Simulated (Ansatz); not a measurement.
Here is the system:

GaAs:
```
CELL_PARAMETERS angstrom
      0.00000     2.82935     2.82935
      2.82935     0.00000     2.82935
      2.82935     2.82935     0.00000
ATOMIC_POSITIONS crystal
  As 0.75000 0.75000 0.75000
  Ga 0.00000 0.00000 0.00000
```

This is the PBEsol-relaxed structure. Tensor components refer to the Cartesian frame of this cell.

All from the program Ansatz at the PBEsol level (PAW), unless another level is named. Estimate the Poisson's ratio.

0.24.

What about the piezoelectric stress constants (proper, relaxed ions, C/m²)?

e14 = e25 = e36 = 0.26.

Next, the elastic constants (relaxed ions, GPa)?

C11 = 110, C12 = 49.3, C44 = 55.1.

Space group F-43m (zinc blende). The cell was relaxed with PBEsol under the symmetry of its start.

Potentials: the later of the program's two PAW sets.
